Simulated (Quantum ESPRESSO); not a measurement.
## One change at a time to In2Mo2ScSn2Ta

All numbers below are calculated, not measured. They come from Quantum ESPRESSO 7.5, a public plane-wave density functional program. Each row is one single-point run on a made-up periodic cell of eight metal atoms, with elements, volume, strain and displacements drawn at random and not relaxed, so a cell may be unstable or far from any real phase. There is no spin polarisation or spin-orbit coupling.

Settings: PBE unless stated; PseudoDojo standard norm-conserving files; Fermi-Dirac width 0.25 eV, which means electrons at about 2900 K; cutoff 1088 eV; 5 x 5 x 4 k mesh shifted half a step off Gamma. E is the free energy of the whole cell (internal energy minus TS), so a -TS column is already part of it. Stress is positive in tension, and the pressure P is minus a third of its trace.

Checks: one run of this series was repeated at a higher cutoff and on a denser mesh, which moved values by no more than 0.003 eV, 0.02 GPa and 0.006 eV/Å, and a second program with other atomic files agreed on it to 2 % rms in force and 0.5 GPa in pressure. Known limits: the tin pseudopotential is less sure than most, with forces differing by about three percent from a second method on plain tin; heavy elements are run without spin-orbit coupling, which real alloys of them have; a spin test at this wide smearing found no moment, but such smearing suppresses magnetism that the real alloy may have.

The lattice is hexagonal close-packed, and the cell vectors in Å are (3.106, 0.000, 5.134); (3.106, 0.000, -5.134); (-3.106, 5.380, 0.000), a volume of 171.61 Å³ in run 1. The elements on sites 1 to 8 are Sc Sn Mo In In Sn Ta Mo. Each later run makes one change to run 1 and keeps the rest. E is counted from run 1, and is n/a where other atomic files have another zero of energy.

| run | change | V (Å³) | P (GPa) | -TS (eV) | rms force (eV/Å) | largest change of a force component (eV/Å) | E (eV) |
|---|---|---|---|---|---|---|---|
| 1 | none | 171.61 | -6.93 | -1.454 | 0.429 | 0.000 | 0.000 |
| 2 | sites 5 and 7 exchanged | 171.61 | -6.42 | -1.590 | 0.459 | 0.375 | 0.425 |
| 3 | all lengths scaled by +1.22 % | 177.96 | -9.59 | -1.531 | 0.387 | 0.106 | ? |
| 4 | PBEsol in place of PBE | 171.61 | -11.07 | -1.461 | 0.414 | 0.055 | n/a |
| 5 | Ga on site 3 | 171.61 | -3.20 | -1.275 | 0.411 | 0.550 | n/a |
| 6 | site 5 moved by -0.14 Å along y | 171.61 | -6.88 | -1.452 | 0.479 | 0.781 | 0.037 |

## Worked estimate

Along a uniform scaling dE = -P dV. The mean of the two pressures is -8.260 GPa and the volume changes by 6.35 Å³, with 160.2 GPa to one eV/Å³. The same two rows give -V dP/dV = 73 GPa for this cell with clamped atoms, which is not the bulk modulus of a real alloy.

## Withheld value

Question: what E should run 3 give?

The estimate is 0.327 eV. The calculation gave 0.329 eV.
